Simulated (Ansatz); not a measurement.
ScOF:
```
CELL_PARAMETERS angstrom
      5.08226     0.00000     0.00000
      0.00000     5.11747     0.00000
     -0.33367     0.00000     5.26486
ATOMIC_POSITIONS crystal
  Sc 0.25685 0.22060 0.01474
  Sc 0.74315 0.72060 0.98526
  Sc 0.28098 0.74631 0.44554
  Sc 0.71902 0.24631 0.55446
  F  0.05998 0.38118 0.37177
  F  0.94002 0.88118 0.62823
  O  0.07187 0.89059 0.14152
  O  0.92813 0.39059 0.85848
  F  0.44062 0.49340 0.74028
  F  0.55938 0.99340 0.25972
  O  0.47175 0.99392 0.75112
  O  0.52825 0.49392 0.24888
```

Relaxed with PBE. Special points in fractions of this cell's reciprocal vectors: Γ (0.000, 0.000, 0.000); Z (0.000, 0.500, 0.000); D (0.000, 0.500, 0.500); B (0.000, 0.000, 0.500); A (-0.500, 0.000, 0.500); E (-0.500, 0.500, 0.500); C2 (-0.500, 0.500, 0.000); Y2 (-0.500, 0.000, 0.000).

Task: List the band energies nearest the valence-band maximum at these points for plane-wave PAW PBE (Ansatz code).

Result: In eV from the valence-band maximum; about four levels below and three above (degenerate sets whole), none deeper than 8.9 eV; points with the same levels are listed once.

| k | below | above |
|---|---|---|
| Γ | -0.67 -0.66 -0.14 -0.03 | 4.70 4.73 4.96 |
| Z | -0.87 -0.87 -0.16 -0.16 | 4.66 4.66 4.92 4.92 |
| D | -0.84 -0.84 -0.42 -0.42 | 4.63 4.63 5.02 5.02 |
| B | -0.65 -0.64 -0.35 -0.11 | 4.63 4.79 4.89 |
| A | -0.88 -0.65 -0.50 -0.19 | 4.35 4.61 4.86 |
| E | -0.95 -0.95 -0.47 -0.47 | 4.47 4.47 4.79 4.79 |
| C2 | -0.89 -0.89 -0.36 -0.36 | 4.39 4.39 4.91 4.91 |
| Y2 | -0.69 -0.65 -0.37 -0.11 | 4.61 4.65 4.72 |

Space group P2_1. The start of the workflow was typed in or built on a structure type; neither database checked (COD, Materials Project) lists it. Its standing as an ambient phase is unchecked. Symmetry was held in the PBE relaxation; whether a distortion lowers the energy is not shown. The run is not spin-polarised.

Potentials: the earlier of the program's two PAW sets.
